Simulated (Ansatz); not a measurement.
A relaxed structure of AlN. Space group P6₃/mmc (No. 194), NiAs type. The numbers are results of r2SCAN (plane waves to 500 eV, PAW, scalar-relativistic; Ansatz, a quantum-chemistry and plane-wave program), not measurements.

```cif
data_Al2N2
_chemical_formula_sum 'Al2 N2'
_space_group_name_H-M_alt 'P 1'
_space_group_IT_number 1
_cell_length_a 2.83281
_cell_length_b 2.83281
_cell_length_c 4.84101
_cell_angle_alpha 90.000
_cell_angle_beta 90.000
_cell_angle_gamma 120.000
loop_
_space_group_symop_operation_xyz
  'x, y, z'
loop_
_atom_site_label
_atom_site_type_symbol
_atom_site_fract_x
_atom_site_fract_y
_atom_site_fract_z
_atom_site_occupancy
Al1 Al 0.00000 0.00000 0.50000 1
Al2 Al 0.00000 0.00000 0.00000 1
N1 N 0.33333 0.66667 0.75000 1
N2 N 0.66667 0.33333 0.25000 1
```

Problem. Predict the band gap from r2SCAN.

Solution. 5.69 eV, indirect (valence top at Γ, conduction bottom at 37 % of the way from L to M) (no spin-orbit coupling).

Problem. What smallest direct gap does r2SCAN give?

Solution. 5.91 eV at Γ.

No spin polarisation in the result.

The run could not lose the symmetry of its start.

The first start was generated by placing the elements on the sites of a structure type. Materials Project lists a structure of AlN in the same space group, P6₃/mmc (No. 194); the sites were not compared with it, nor with measured phases. Known forms of AlN include space group No. 186, 216.
